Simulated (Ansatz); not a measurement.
An Ansatz input:

```yaml
crystal:
  lattice:
    - [-3.2095318398, 2.8121162979, 1.3342687679]
    - [2.8121162979, -3.2095318398, 1.3342687679]
    - [2.3322137158, 2.3322137158, -2.0621360609]
  atoms:
    - { symbol: Al, position: [0.9895142962, 0.0104857038, 0.0] }
    - { symbol: Al, position: [0.7604857038, 0.2395142962, 0.5] }
hamiltonian:
  xc: lda
  pseudopotentials:
    kind: paw
    azcp:
      Al: "pseudopotentials/Al.paw.azcp"
basis:
  ecutwfc: 420
  fft_grid_basis: typed
kpoints:
  mp_grid: { grid: [18, 18, 12], shift: [0, 0, 0] }
magnetization:
  spin_polarized: false
scf:
  occupations: { method: fermi_dirac, width: 0.1 }
  lower_state_search: "off"
output:
  stress: true
```

and its output:

```
Warning: the record states the generating functional pbe (its physics header spells it `PBE`), which answers neither for hamiltonian.xc's functional nor for the lda family's — results may be inconsistent (PPs are generated against a specific XC)
Engine: ansatz 0.2.0, aarch64-unknown-linux-gnu
Pseudopotentials: kind: paw
Pseudopotential: Al, paw, valence charge 3, recommended cutoff 420 eV (normal) 
Functional definition: SPW92
  exchange = slater_x
  correlation = pw_c
Crystal: 2 atoms, lattice volume = 32.541 Å³
Basis set: ecut = 420 eV, 643 PW (Γ)
Bands: 7, of which v1, the nominal top of the filled ones, is band 3 counted from 1 (2 counted from 0)
Symmetry: 4 space group operations
Space group: C2/c (ITA 15), of the structure as read, at distance tolerance 3.2e-5 Å
k-points: 1037 of 3888
Non-local potential: Al, projectors of the file, l = 0: 2, l = 1: 2, l = 2: 1
PAW form: soft (Blöchl's): semilocal exchange-correlation on the pseudo side does not see the compensation charge
PAW frozen core: Al, regenerated for the run's functional, and the local potential with it (the file was generated under x = pbe(κ = 0.804, μ = 0.2195149727645171), c = pbe(β = 0.06672455060314922))
PAW one-centre angular grid: Al, 110 points (default); XC on 64 Gauss nodes
Initial density: superposition of atomic densities (neutral atoms: chi_scale 0, normalization atom), corrected by the library's trained network
Initial wavefunctions: pseudopotential atomic-orbital guess
Functional: x = slater, c = lda
SCF iter   1: F=—  HF=-1025.580699 eV  |F-HF|=—  |Δ(HF+E_count)|=         —  Δρ=3.71e-3  dr2=4.54e-3  ethr=1.77e-3  ⟨swp⟩=5.1  Hψ=59194  notcnv=0
SCF iter   2: F=—  HF=-1025.579608 eV  |F-HF|=—  |Δ(HF+E_count)|=   1.09e-3  Δρ=2.29e-3  dr2=1.82e-3  ethr=7.57e-5  ⟨swp⟩=1.0  Hψ=15555  notcnv=0
SCF iter   3: F=—  HF=-1025.578854 eV  |F-HF|=—  |Δ(HF+E_count)|=   7.54e-4  Δρ=1.46e-4  dr2=1.35e-5  ethr=3.04e-5  ⟨swp⟩=2.0  Hψ=10374  notcnv=0
SCF iter   4: F=—  HF=-1025.578852 eV  |F-HF|=—  |Δ(HF+E_count)|=   1.91e-6  Δρ=1.04e-4  dr2=1.39e-5  ethr=2.25e-7  ⟨swp⟩=2.0  Hψ=9432  notcnv=0
iter 5 did not close the SCF: its close was put off for the readings that it lacked (scf_convergence_deferred on its scf_iter line)
SCF iter   5: F=-1025.578848 eV  HF=-1025.578848 eV  |F-HF|=2.61e-9  |Δ(HF+E_count)|=   4.52e-6  Δρ=4.79e-6  dr2=3.63e-9  ethr=2.25e-7  ⟨swp⟩=1.9  Hψ=9150  notcnv=0
SCF iter   6: F=-1025.578848 eV  HF=-1025.578848 eV  |F-HF|=6.62e-11  |Δ(HF+E_count)|=   6.87e-9  Δρ=9.17e-7  dr2=1.41e-10  ethr=6.05e-11  ⟨swp⟩=1.3  Hψ=21473  notcnv=0
SCF 1 converged in 6 iterations: F = -1025.578848 eV  dr2 = 1.41e-10
SCF converged after 6 iterations
Free energy (F): -1025.578848 eV
Harris-Foulkes:  -1025.578848 eV  (|F-HF|=6.62e-11)
Internal energy: -1025.553344 eV  (E = F + TS)
E sigma→0 (E₀):  -1025.566096 eV
Entropy (-TS):   -0.025504 eV (-12.752 meV/atom)
Fermi energy:    7.806203 eV
--- Per-component energies (eV) ---
  E_band       = 20.029159
  E_kinetic    = 46.918149
  E_local      = 16.294323  (includes V_loc(G=0)·N_el)
  E_nonlocal   = 22.650487
  E_hartree    = 0.764870
  E_xc         = -79.106060
  E_vxc        = -59.097522  (∫ρ·V_xc dr)
  E_paw        = -886.837406  (= ΣΔE_a)
  E_vpaw       = -8.266015  (= ΣTr[D̂ρ^β])
  E_aug_tail   = -0.000008  (compensation charges beyond the density's cutoff)
  E_ewald      = -146.349132
  E_core_change = 0.111433  (= ΣΔE_core)
  E_smearing   = -0.025504  (= −TS)
  E_closure    = 0.000000  (closes the sum)
  Σ components = -1025.578848   (vs F -1025.578848, Δ=0.00e0)
--- Stress (GPa, compression-positive) ---
        3.371339      -0.071818      -0.009649
       -0.071818       3.371339      -0.009649
       -0.009649      -0.009649       3.290704
  P = ⅓ Tr σ = 3.3445 GPa (33.445 kbar)
```
